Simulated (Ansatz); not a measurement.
Y$_{3}$NiGe$_{2}$ in space group Pnma (No. 62; Pearson symbol oP24), PBE (plane waves, PAW; program Ansatz), all energies at zero smearing, with the estimated change up to a 700 eV cutoff added, with one set of potentials and settings (totals compare only within such a set). Cell of 24 atoms (12 Y, 4 Ni, 8 Ge): -103922.542 eV.

| element | reference phase | E (eV/atom) |
|---|---|---|
| Y | P6_3/mmc, 2 atoms in the cell | -3848.6668 |
| Ni | Fm-3m, 1 atoms in the cell, spin-polarised | -5839.7239 |
| Ge | Fd-3m, 2 atoms in the cell | -4294.9847 |

Formation energy per atom, worked out: (-103922.542 − 12×(-3848.6668) − 4×(-5839.7239) − 8×(-4294.9847))/24 = -0.824 eV/atom (-79 kJ per mol of atoms), at 0 K, without zero-point energy or fitted corrections.

The workflow started from a Materials Project entry (that database holds measured and hypothetical structures alike); the Crystallography Open Database copy checked does not list it. Whether it is the stable phase at ambient conditions was not checked. The cell was relaxed with PBE under the symmetry of its start; its stability against distortions is not shown here. The workflow began spin-polarised and lost its moments. The references are the lowest solids computed at this level, not always the standard phases.

Potentials: the later of the program's two PAW sets.
